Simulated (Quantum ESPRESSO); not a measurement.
# One change at a time to GaIn5RhTa

Calculated results; nothing here was measured. They come from Quantum ESPRESSO 7.5, a public plane-wave density functional program. Each row is one single-point run on a made-up periodic cell of eight metal atoms, with elements, volume, strain and displacements drawn at random and not relaxed, so a cell may be unstable or far from any real phase. There is no spin polarisation or spin-orbit coupling.

Settings: PBE unless stated; PseudoDojo standard norm-conserving files; Fermi-Dirac width 0.25 eV, which means electrons at about 2900 K; cutoff 1197 eV; 6 x 6 x 3 k mesh shifted half a step off Gamma. E is the free energy of the whole cell (internal energy minus TS), so a -TS column is already part of it. Stress is positive in tension, and the pressure P is minus a third of its trace.

Checks: one run of this series was repeated at a higher cutoff and on a denser mesh, which moved values by no more than 0.014 eV, 0.06 GPa and 0.007 eV/Å, and a second program with other atomic files agreed on it to 2 % rms in force and 0.5 GPa in pressure. Known limits: heavy elements are run without spin-orbit coupling, which real alloys of them have; a spin test at this wide smearing found no moment, but such smearing suppresses magnetism that the real alloy may have.

The lattice is face-centred cubic, and the cell vectors in Å are (0.000, 0.000, -4.413); (-4.413, 0.000, 0.000); (2.206, 8.825, 2.206), a volume of 171.84 Å³ in run 1. The elements on sites 1 to 8 are Ga In Ta In In In Rh In. Each later run makes one change to run 1 and keeps the rest. E is counted from run 1, and is n/a where other atomic files have another zero of energy.

```
run,change,V (Å³),P (GPa),-TS (eV),rms force (eV/Å),largest change of a force component (eV/Å),E (eV)
1,none,171.84,1.39,-1.166,0.902,0.000,0.000
2,sites 1 and 8 exchanged,171.84,1.18,-1.196,0.898,0.927,0.151
3,all lengths scaled by +1.24 %,178.31,-1.29,-1.209,0.826,0.210,-0.001
4,LDA in place of PBE,171.84,-5.54,-1.175,0.821,0.290,n/a
5,Pt on site 6,171.84,-4.98,-1.259,0.924,1.419,n/a
6,site 7 moved by +0.09 Å along y,171.84,1.73,-1.167,0.908,0.230,?
```

## Worked estimate

Along the move dE = -F dx. The force on site 7 along y is -0.388 eV/Å in run 1 and -0.618 eV/Å in run 6, and the move is +0.09 Å, so the mean force times the move gives an estimate.

## Withheld value

Question: what E should run 6 give?

The estimate is 0.045 eV. The calculation gave 0.045 eV.
